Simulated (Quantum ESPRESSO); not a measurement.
## Calculated data, AlSi2PC4 (made-up cell), Si3BC3N (made-up cell), Al2InGaP4 (made-up cell)

All values are calculated (Quantum ESPRESSO 7.5). Calculation on a made-up crystal cell, not a measurement: periodic Kohn-Sham density functional theory in plane waves with PseudoDojo standard norm-conserving scalar-relativistic pseudopotentials, each functional with its own files (v0.5 for PBE, v0.4.1 for LDA and PBEsol), no spin polarisation, no spin-orbit coupling, atoms not relaxed, stress positive in tension, energies less a fixed whole-eV offset for each atom's element; levels are Kohn-Sham levels at fractions of this cell's reciprocal vectors, counted from the reference band (half the neutral cell's valence electrons, rounded up) at Gamma; error bars cover cutoff and k-mesh only, not smearing or the files; added strain carries the atoms with the cell, and shear is the tensor component; each bar is the largest change over components, and at least 0.002 eV, 0.002 eV per angstrom or 0.02 GPa; energies are for the whole cell, and the offsets were chosen from early runs and are not element reference energies.

Settings shared by all entries: functional pbe; fermi dirac smearing 0.025 eV; scf tolerance 1e-07 eV; electrons removed 0.

(1) AlSi2PC4 (made-up cell)

Unstrained structure:
```
cell vectors (Å)
   3.1772    -0.0415    -0.0083
  -0.0719     5.4548     0.0485
  -0.0136     0.0457     5.2180
atoms (fractions of the cell vectors)
Si  0.01129  0.01224 -0.00004
Si  0.52536  0.49842 -0.01869
Al  0.48380  0.16891  0.49943
P   0.02218  0.66982  0.51640
C  -0.01182 -0.00276  0.37086
C   0.51777  0.49148  0.36898
C   0.50946  0.15656  0.88228
C   0.00736  0.66466  0.88922
```

Here we set lattice type wurtzite, cutoff 1116 eV, added strain kind biaxial xx and yy, added strain 0.0228, k mesh 6 x 4 x 4, shifted by half a step and structure shown before the added strain of 0.0228.

The calculation gives: free energy less offsets -1.275 eV; smearing term minus ts 0 eV; scf iterations 13; pressure -14.66 GPa; stress xx 16.96 GPa; stress yy 14.87 GPa; stress zz 12.14 GPa; stress yz 2.853 GPa; stress xz 0.04473 GPa; stress xy -5.725 GPa; error bar energy 0.002 eV; error bar stress 0.1454 GPa; error bar force 0.00852 eV/Å; error bars from tighter rerun of a related cell.

Atoms:
```tsv
atoms element	atom site	atom energy offset (eV)
Si	1	-115
Si	2	-115
Al	3	-64
P	4	-189
C	5	-163
C	6	-163
C	7	-163
C	8	-163
```

Forces:
```tsv
site	x (eV/Å)	y (eV/Å)	z (eV/Å)
1	-0.3698	-0.9048	1.059
2	-1.174	-1.286	1.762
3	0.6302	-1.878	0.01012
4	-0.6999	1.23	-2.401
5	0.08267	-2.158	0.39
6	0.1127	2.968	0.5081
7	0.2255	1.494	0.654
8	1.192	0.5344	-1.981
```

(2) Si3BC3N (made-up cell)

Unstrained structure:
```
cell vectors (Å)
   3.1603    -0.0339    -0.0003
  -0.0587     5.5323     0.0008
  -0.0004     0.0008     5.1297
atoms (fractions of the cell vectors)
Si  0.02019  0.01211 -0.00201
Si  0.46388  0.50271 -0.00200
Si  0.54156  0.16331  0.50054
B  -0.04515  0.67852  0.46898
C   0.00107 -0.00992  0.40336
N   0.51083  0.49942  0.37233
C   0.48317  0.15886  0.87159
C  -0.01193  0.65857  0.87262
```

Here we set lattice type wurtzite, cutoff 1143 eV, added strain kind zz, added strain -0.0223, k mesh 6 x 4 x 4, shifted by half a step and structure shown before the added strain of -0.0223.

The calculation gives: free energy less offsets -3.021 eV; smearing term minus ts 0 eV; scf iterations 12; pressure -22.48 GPa; stress xx 19.23 GPa; stress yy 34.64 GPa; stress zz 13.57 GPa; stress yz -0.1427 GPa; stress xz 3.491 GPa; stress xy 0.9786 GPa; reference band 16; error bar energy 0.002202 eV; error bar stress 0.07241 GPa; error bar force 0.005015 eV/Å; error bar next band up 0.002 eV; error bars from tighter rerun of this cell.

Atoms:
```tsv
atoms element	atom site	atom energy offset (eV)
Si	1	-115
Si	2	-115
Si	3	-115
B	4	-79
C	5	-163
N	6	-283
C	7	-163
C	8	-163
```

Forces:
```tsv
site	x (eV/Å)	y (eV/Å)	z (eV/Å)
1	-2.579	-2.757	0.5965
2	1.584	-0.04731	-0.7745
3	-2.283	0.2956	0.4289
4	-0.2731	0.01932	2.849
5	1.357	-1.059	-2.655
6	0.7978	0.5397	-0.1988
7	2.412	2.134	0.7288
8	-1.014	0.8751	-0.9743
```

Levels:
```tsv
level k point	next band up (eV)
Gamma	1.489
(1/2,1/2,1/2)	2.093
(0.15,0,0)	2.48
(0,0.15,0)	1.701
(0,0,0.15)	1.612
```

(3) Si3BC3N (made-up cell)

The structure is that of entry 2.

Settings of this run: lattice type wurtzite, cutoff 1143 eV, added strain kind zz, added strain -0.0096, k mesh 6 x 4 x 4, shifted by half a step and structure shown before the added strain of -0.0096.

Results for Si3BC3N (made-up cell): free energy less offsets -2.909 eV; smearing term minus ts 0 eV; scf iterations 12; pressure -24.05 GPa; stress xx 19.52 GPa; stress yy 34.57 GPa; stress zz 18.05 GPa; stress yz -0.1381 GPa; stress xz 3.424 GPa; stress xy 0.9745 GPa; reference band 16; error bar energy 0.002202 eV; error bar stress 0.07241 GPa; error bar force 0.005015 eV/Å; error bar next band up 0.002 eV; error bars from tighter rerun of a related cell.

Atoms:
```tsv
atoms element	atom site	atom energy offset (eV)
Si	1	-115
Si	2	-115
Si	3	-115
B	4	-79
C	5	-163
N	6	-283
C	7	-163
C	8	-163
```

Forces:
```tsv
site	x (eV/Å)	y (eV/Å)	z (eV/Å)
1	-2.557	-2.717	0.5836
2	1.584	-0.06071	-0.7197
3	-2.302	0.3026	0.6114
4	-0.2706	0.01741	2.657
5	1.364	-1.062	-2.627
6	0.7824	0.5556	-0.2654
7	2.4	2.095	0.5451
8	-1.001	0.8692	-0.7855
```

Levels:
```tsv
level k point	next band up (eV)
Gamma	1.517
(1/2,1/2,1/2)	2.083
(0.15,0,0)	2.499
(0,0.15,0)	1.731
(0,0,0.15)	1.641
```

(4) Si3BC3N (made-up cell)

The structure is that of entry 2.

Settings of this run: lattice type wurtzite, cutoff 1143 eV, added strain kind zz, added strain -0.0037, k mesh 6 x 4 x 4, shifted by half a step and structure shown before the added strain of -0.0037.

It finds free energy less offsets -2.846 eV; smearing term minus ts 0 eV; scf iterations 12; pressure -24.71 GPa; stress xx 19.63 GPa; stress yy 34.53 GPa; stress zz 19.96 GPa; stress yz -0.1335 GPa; stress xz 3.395 GPa; stress xy 0.973 GPa; reference band 16; error bar energy 0.002202 eV; error bar stress 0.07241 GPa; error bar force 0.005015 eV/Å; error bar next band up 0.002 eV; error bars from tighter rerun of a related cell.

Atoms:
```tsv
atoms element	atom site	atom energy offset (eV)
Si	1	-115
Si	2	-115
Si	3	-115
B	4	-79
C	5	-163
N	6	-283
C	7	-163
C	8	-163
```

Forces:
```tsv
site	x (eV/Å)	y (eV/Å)	z (eV/Å)
1	-2.546	-2.698	0.5714
2	1.584	-0.06645	-0.7033
3	-2.309	0.306	0.6838
4	-0.2699	0.0171	2.565
5	1.366	-1.065	-2.606
6	0.7765	0.5626	-0.2839
7	2.394	2.077	0.4712
8	-0.9949	0.8664	-0.6979
```

Levels:
```tsv
level k point	next band up (eV)
Gamma	1.527
(1/2,1/2,1/2)	2.078
(0.15,0,0)	2.505
(0,0.15,0)	1.743
(0,0,0.15)	1.653
```

(5) Al2InGaP4 (made-up cell)

Unstrained structure:
```
cell vectors (Å)
   5.6798     0.0000     0.0000
   0.0000     5.6798     0.0000
   0.0000     0.0000     5.6798
atoms (fractions of the cell vectors)
Al -0.00220 -0.00364 -0.01699
Ga -0.01488  0.49104  0.49752
In  0.48218  0.02676  0.50533
Al  0.49310  0.51403 -0.02449
P   0.24480  0.25777  0.26971
P   0.23179  0.74233  0.76705
P   0.76408  0.25175  0.74364
P   0.75163  0.76374  0.26603
```

It was run with lattice type zincblende/diamond, cutoff 1088 eV, added strain kind biaxial xx and yy, added strain -0.0208, k mesh 4 x 4 x 4, shifted by half a step and structure shown before the added strain of -0.0208.

Results for Al2InGaP4 (made-up cell): free energy less offsets 0.3437 eV; smearing term minus ts 0 eV; scf iterations 10; pressure 2.655 GPa; stress xx -3.75 GPa; stress yy -3.019 GPa; stress zz -1.195 GPa; stress yz 1.713 GPa; stress xz -1.829 GPa; stress xy 3.072 GPa; error bar energy 0.006175 eV; error bar stress 0.02 GPa; error bar force 0.002 eV/Å; error bars from tighter rerun of a related cell.

Atoms:
```tsv
atoms element	atom site	atom energy offset (eV)
Al	1	-64
Ga	2	-2080
In	3	-1808
Al	4	-64
P	5	-189
P	6	-189
P	7	-189
P	8	-189
```

Forces:
```tsv
site	x (eV/Å)	y (eV/Å)	z (eV/Å)
1	-0.2065	0.4053	1.911
2	0.4157	0.9692	-0.2989
3	0.7803	-2.118	1.026
4	0.9894	-0.6666	1.936
5	-1.534	1.581	-3.426
6	-0.1852	-0.1358	-1.101
7	-0.3033	0.7554	1.585
8	0.04381	-0.7901	-1.632
```
